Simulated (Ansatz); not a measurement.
HfO2 (fluorite)

```
HfO2
1.0
    0.00000     2.54880     2.54880
    2.54880     0.00000     2.54880
    2.54880     2.54880     0.00000
Hf O
1 2
Direct
  0.00000   0.00000   0.00000
  0.25000   0.25000   0.25000
  0.75000   0.75000   0.75000
```

These are PBE (plane waves to 420 eV, PAW, scalar-relativistic; Ansatz, an electronic-structure program) values and carry that method's errors. DFPT wavenumbers on a 8×8×8 k mesh, in cm⁻¹; i marks imaginary ones, q is in fractions of the reciprocal vectors of the cell shown, and the three acoustic modes at Γ are left out. The non-analytic (LO-TO) term is not included, so polar modes at Γ have their transverse values. HfO2 is run without spin polarisation. HfO2 was relaxed with its symmetry unable to fall. Spin-orbit coupling is left out, though Hf is heavy. This is a high-temperature form of HfO2.

Task: Does any mode at Γ, L = (0.5, 0.0, 0.0), X = (0.5, 0.5, 0.0) come out imaginary?

Result: Unstable at this level: the lowest mode is 230i cm⁻¹ at X = (0.5, 0.5, 0.0).

Task: List the wavenumbers at Γ, L = (0.5, 0.0, 0.0), X = (0.5, 0.5, 0.0), with degeneracies.

Result: 
```
q                                             wavenumbers (cm⁻¹)
-------------------  -------------------------------------------
Γ                                             216 (×3), 563 (×3)
L = (0.5, 0.0, 0.0)   82 (×2), 183, 388 (×2), 488, 498 (×2), 574
X = (0.5, 0.5, 0.0)  230i, 89 (×2), 249, 285 (×2), 546 (×2), 676
```
